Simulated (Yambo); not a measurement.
Yambo run on NaAlS₂O₈ (space group C2/m, No. 12). The wavefunctions come from this Quantum ESPRESSO step (PBEsol, PseudoDojo standard norm-conserving files, scalar-relativistic):

```
&CONTROL
  calculation = 'nscf'
  pseudo_dir = './pseudo'
  outdir = './out'
/
&SYSTEM
  ibrav = 0
  nat = 12
  ntyp = 4
  ecutwfc = 88.0
  ecutrho = 352.0
  occupations = 'fixed'
  force_symmorphic = .true.
  nbnd = 223
/
&ELECTRONS
  conv_thr = 1.2000000000000002e-08
  diago_full_acc = .true.
  diago_thr_init = 1e-08
/
ATOMIC_SPECIES
O 15.9990 O.upf
Na 22.9898 Na.upf
Al 26.9815 Al.upf
S 32.0600 S.upf
CELL_PARAMETERS angstrom
  3.971830000000  -2.533090000000   0.000000000000
  3.971830000000   2.533090000000   0.000000000000
 -0.384091000000   0.000000000000   7.298671000000
ATOMIC_POSITIONS crystal
O   0.298840000000   0.298840000000   0.393180000000
O   0.701160000000   0.701160000000   0.606820000000
O   0.230780000000   0.711240000000   0.187920000000
O   0.769220000000   0.288760000000   0.812080000000
O   0.288760000000   0.769220000000   0.812080000000
O   0.711240000000   0.230780000000   0.187920000000
O   0.230230000000   0.230230000000   0.060340000000
O   0.769770000000   0.769770000000   0.939660000000
Na   0.000000000000   0.000000000000   0.500000000000
Al   0.000000000000   0.000000000000   0.000000000000
S   0.362680000000   0.362680000000   0.211300000000
S   0.637320000000   0.637320000000   0.788700000000
K_POINTS automatic
2 2 2 0 0 0
```

Yambo input:

```
rim_cut
gw0
dyson
el_el_corr
HF_and_locXC
ppa
em1d
RandQpts= 1000000
RandGvec= 1 Ry
EXXRLvcs= 88 Ry
VXCRLvcs= 352 Ry
Chimod= "HARTREE"
% BndsRnXp
 2 | 222 |
%
NGsBlkXp= 7 Ry
% LongDrXp
 1.0 | 1.0 | 1.0 |
%
PPAPntXp= 27.2114 eV
% GbndRnge
 1 | 222 |
%
GTermKind= "BG"
DysSolver= "n"
ExtendOut
% QPkrange
 1 | 1 | 36 | 37 |
 2 | 2 | 36 | 37 |
 3 | 3 | 36 | 37 |
 4 | 4 | 36 | 37 |
 5 | 5 | 36 | 37 |
 6 | 6 | 36 | 37 |
%
```

k points by index: 1 = Γ, 2 = (0, 0, -0.5), 3 = (0, -0.5, 0), 4 = (0, -0.5, -0.5), 5 = (-0.5, -0.5, 0), 6 = (-0.5, -0.5, -0.5).

Resulting energies as the program prints them:

```
#    K-point    Band    Eo [eV]    E [eV]    E-Eo [eV]    Vxc [eV]    Vnlxc [eV]    Sc|Eo [eV]    Sc|E [eV]    dSc/dw|Eo [eV]    Re(Z)    Im(Z)
#
    1    36    -0.147615    -1.757605    -1.609990    -20.29182    -26.17401    3.923773    4.272203    -5.888670    0.822094    -0.974126E-3
    1    37    5.533577    6.908490    1.374913    -12.86597    -7.893513    -3.389700    -3.597545    -4.113327    0.868687    -0.725760E-3
    2    36    -0.029754    -1.631208    -1.601455    -20.37891    -26.21004    3.882634    4.229682    -5.896575    0.821897    -0.968428E-3
    2    37    6.262830    8.072048    1.809218    -15.49972    -9.714307    -3.666910    -3.976194    -4.651556    0.854013    -0.802311E-3
    3    36    -0.459625    -2.152361    -1.692735    -19.77939    -25.63699    3.799070    4.164862    -5.879886    0.822312    -0.001005
    3    37    7.602115    9.233748    1.631633    -13.05679    -7.537587    -3.631374    -3.887574    -4.272591    0.864293    -0.617880E-3
    4    36    -0.450928    -2.137677    -1.686748    -19.80320    -25.64778    3.793466    4.157833    -5.877785    0.822364    -0.994053E-3
    4    37    7.858254    9.831986    1.973732    -15.48325    -9.390141    -3.775097    -4.119376    -4.746336    0.851480    -0.687559E-3
    5    36    0.000000    -1.602865    -1.602865    -20.39188    -26.17842    3.836540    4.183675    -5.892859    0.821990    -0.966737E-3
    5    37    6.731362    8.472578    1.741216    -13.01667    -7.379902    -3.616912    -3.895552    -4.354347    0.862054    -0.761880E-3
    6    36    -0.203876    -1.834142    -1.630267    -20.14564    -25.97943    3.851547    4.203522    -5.874586    0.822444    -0.976882E-3
    6    37    6.831851    8.609665    1.777814    -13.75137    -8.043333    -3.635751    -3.930219    -4.506974    0.857906    -0.793934E-3
```
(The two width columns are left out.) Convergence of these settings isn't established.

Geometry of the Materials Project entry, not relaxed at this level.

The structure is a Materials Project entry; no match was found in the copy of COD used, and its stability was not checked.
